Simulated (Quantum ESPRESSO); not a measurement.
## Si6NAl (input and log of a self-consistent run)

Computed values, not a measurement. The program is pw.x of Quantum ESPRESSO 7.5 (plane-wave density functional theory). The cell is made up: 8 atoms on a zincblende/diamond lattice, with randomly drawn elements, strain and displacements, not relaxed. PseudoDojo standard norm-conserving files (v0.5 for PBE, v0.4.1 for LDA and PBEsol) set the functional; there is no spin polarisation, spin-orbit coupling or dispersion term, and the masses in the input are unused placeholders.

Input:

```
&control calculation='scf', pseudo_dir='./dojo.nc.sr.pbe.v0_5.standard.upf', outdir='./o', disk_io='medium', tprnfor=.true., tstress=.true. /
&system ibrav=0, nat=8, ntyp=3, nbnd=26, ecutwfc=84.00895049, nosym=.true., tot_charge=0,
 occupations='smearing', smearing='fd', degauss=0.0073498644
/
&electrons conv_thr=7.350e-09, electron_maxstep=60, /
ATOMIC_SPECIES
Al 1.0 Al.upf
N 1.0 N.upf
Si 1.0 Si.upf
CELL_PARAMETERS angstrom
5.6593 -0.0148 0.0294
-0.0148 5.6633 -0.093
0.0294 -0.093 5.5609
ATOMIC_POSITIONS angstrom
Si -0.0 -0.0037 0.0059
Si 0.0958 2.7372 2.634
Si 2.9074 -0.0767 2.8505
N 2.8288 2.8336 -0.037
Al 1.4534 1.3884 1.3576
Si 1.3769 4.0764 4.1436
Si 4.2657 1.2473 4.226
Si 4.279 4.2577 1.3654
K_POINTS automatic
6 6 6 1 1 1
```

The log is shortened where brackets say so; the opening notice, blank lines, dates and the lines on written files are dropped, and the path of the files is cut. It prints rydbergs, bohrs and kilobars, and counts compression as positive stress.

```
     Program PWSCF v.7.5
     Parallel version (MPI & OpenMP), running on       1 processor cores
     Number of MPI processes:                 1
     Threads/MPI process:                     1
     [start-up lines left out]
     bravais-lattice index     =            0
     lattice parameter (alat)  =      10.6947  a.u.
     unit-cell volume          =    1202.3751 (a.u.)^3
     number of atoms/cell      =            8
     number of atomic types    =            3
     number of electrons       =        32.00
     number of Kohn-Sham states=           26
     kinetic-energy cutoff     =      84.0090  Ry
     charge density cutoff     =     336.0358  Ry
     scf convergence threshold =      7.3E-09
     mixing beta               =       0.7000
     number of iterations used =            8  plain     mixing
     Exchange-correlation= PBE
                           (   1   4   3   4   0   0   0)
     [axes and pseudopotential details left out]
   Cartesian axes
     site n.     atom                  positions (alat units)
         1        Si     tau(   1) = (  -0.0000000  -0.0006538   0.0010425  )
         2        Si     tau(   2) = (   0.0169276   0.4836559   0.4654207  )
         3        Si     tau(   3) = (   0.5137298  -0.0135527   0.5036757  )
         4        N      tau(   4) = (   0.4998414   0.5006895  -0.0065378  )
         5        Al     tau(   5) = (   0.2568119   0.2453265   0.2398843  )
         6        Si     tau(   6) = (   0.2432945   0.7202889   0.7321630  )
         7        Si     tau(   7) = (   0.7537377   0.2203946   0.7467228  )
         8        Si     tau(   8) = (   0.7560878   0.7523241   0.2412625  )
     number of k points=   108  Fermi-Dirac smearing, width (Ry)=  0.0073
     Number of k-points >= 100: set verbosity='high' to print them.
     Dense  grid:   125071 G-vectors     FFT dimensions: (  64,  64,  64)
     Estimated max dynamical RAM per process >     145.21 MB
     Initial potential from superposition of free atoms
     starting charge      31.9939, renormalised to      32.0000
     Starting wfcs are   32 randomized atomic wfcs
     total cpu time spent up to now is       29.2 secs
     per-process dynamical memory:   114.3 Mb
     Self-consistent Calculation
     iteration #  1     ecut=    84.01 Ry     beta= 0.70
     Davidson diagonalization with overlap
     ethr =  1.00E-02,  avg # of iterations =  3.3
     total cpu time spent up to now is      131.6 secs
     total energy              =     -75.57167447 Ry
     estimated scf accuracy    <       0.62100324 Ry
     iteration #  2     ecut=    84.01 Ry     beta= 0.70
     Davidson diagonalization with overlap
     ethr =  1.94E-03,  avg # of iterations =  4.2
     total cpu time spent up to now is      220.3 secs
     total energy              =     -75.30366006 Ry
     estimated scf accuracy    <       4.08109524 Ry
     iteration #  3     ecut=    84.01 Ry     beta= 0.70
     Davidson diagonalization with overlap
     ethr =  1.94E-03,  avg # of iterations =  3.1
     total cpu time spent up to now is      308.8 secs
     total energy              =     -75.85346191 Ry
     estimated scf accuracy    <       0.06409172 Ry
     iteration #  4     ecut=    84.01 Ry     beta= 0.70
     Davidson diagonalization with overlap
     ethr =  2.00E-04,  avg # of iterations =  4.6
     total cpu time spent up to now is      395.8 secs
     total energy              =     -75.86755032 Ry
     estimated scf accuracy    <       0.00735993 Ry
     iteration #  5     ecut=    84.01 Ry     beta= 0.70
     Davidson diagonalization with overlap
     ethr =  2.30E-05,  avg # of iterations =  7.3
     total cpu time spent up to now is      501.4 secs
     total energy              =     -75.86855108 Ry
     estimated scf accuracy    <       0.00273643 Ry
     iteration #  6     ecut=    84.01 Ry     beta= 0.70
     Davidson diagonalization with overlap
     c_bands:  1 eigenvalues not converged
     c_bands:  1 eigenvalues not converged
     ethr =  8.55E-06,  avg # of iterations =  3.5
     total cpu time spent up to now is      577.3 secs
     total energy              =     -75.86898726 Ry
     estimated scf accuracy    <       0.00015538 Ry
     iteration #  7     ecut=    84.01 Ry     beta= 0.70
     Davidson diagonalization with overlap
     c_bands:  1 eigenvalues not converged
     ethr =  4.86E-07,  avg # of iterations =  5.4
     total cpu time spent up to now is      678.2 secs
     total energy              =     -75.86901827 Ry
     estimated scf accuracy    <       0.00000496 Ry
     iteration #  8     ecut=    84.01 Ry     beta= 0.70
     Davidson diagonalization with overlap
     ethr =  1.55E-08,  avg # of iterations =  3.7
     total cpu time spent up to now is      769.3 secs
     total energy              =     -75.86902080 Ry
     estimated scf accuracy    <       0.00000221 Ry
     iteration #  9     ecut=    84.01 Ry     beta= 0.70
     Davidson diagonalization with overlap
     ethr =  6.91E-09,  avg # of iterations =  2.0
     total cpu time spent up to now is      839.9 secs
     total energy              =     -75.86902116 Ry
     estimated scf accuracy    <       0.00000041 Ry
     iteration # 10     ecut=    84.01 Ry     beta= 0.70
     Davidson diagonalization with overlap
     ethr =  1.29E-09,  avg # of iterations =  1.9
     total cpu time spent up to now is      906.9 secs
     total energy              =     -75.86902121 Ry
     estimated scf accuracy    <       0.00000005 Ry
     iteration # 11     ecut=    84.01 Ry     beta= 0.70
     Davidson diagonalization with overlap
     ethr =  1.45E-10,  avg # of iterations =  2.0
     total cpu time spent up to now is      998.6 secs
     End of self-consistent calculation
     Number of k-points >= 100: set verbosity='high' to print the bands.
     the Fermi energy is     4.1019 ev
!    total energy              =     -75.86902122 Ry
     estimated scf accuracy    <          2.7E-09 Ry
     smearing contrib. (-TS)   =      -0.00403539 Ry
     internal energy E=F+TS    =     -75.86498583 Ry
     The total energy is F=E-TS. E is the sum of the following terms:
     one-electron contribution =       4.61469460 Ry
     hartree contribution      =      10.65342072 Ry
     xc contribution           =     -25.85010811 Ry
     ewald contribution        =     -65.28299304 Ry
     convergence has been achieved in  11 iterations
     Forces acting on atoms (cartesian axes, Ry/au):
     atom    1 type  3   force =    -0.00950012   -0.02121976   -0.00155444
     atom    2 type  3   force =    -0.06643089    0.02441367    0.05251811
     atom    3 type  3   force =    -0.04025999   -0.01824562    0.00444217
     atom    4 type  2   force =     0.00111444   -0.01078897    0.00076735
     atom    5 type  1   force =     0.08083003    0.00577594   -0.04782449
     atom    6 type  3   force =     0.05796928   -0.00390013    0.01064972
     atom    7 type  3   force =    -0.00830673    0.06800495    0.00762560
     atom    8 type  3   force =    -0.01541602   -0.04404008   -0.02662401
     Total force =     0.174307     Total SCF correction =     0.000053
     Computing stress (Cartesian axis) and pressure
          total   stress  (Ry/bohr**3)                   (kbar)     P=      -91.96
  -0.00065390  -0.00004823  -0.00000204          -96.19       -7.09       -0.30
  -0.00004823  -0.00065782   0.00026985           -7.09      -96.77       39.70
  -0.00000204   0.00026985  -0.00056369           -0.30       39.70      -82.92
     init_run     :     28.85s CPU     29.15s WALL (       1 calls)
     electrons    :    931.29s CPU    969.40s WALL (       1 calls)
     forces       :     13.83s CPU     13.96s WALL (       1 calls)
     stress       :     53.02s CPU     55.38s WALL (       1 calls)
     [timing details left out]
     PWSCF        :  17m 7.31s CPU  17m48.54s WALL
     JOB DONE.
```

In other units: free energy -1032.251 eV for the cell, pressure -9.20 GPa, largest force component 2.078 eV/Å. A rerun of a related cell, with the same atoms placed differently, at 1437 eV and a 8 x 8 x 8 mesh moved values by no more than 0.006 eV in energy, 0.03 GPa in stress and 0.007 eV/Å in force.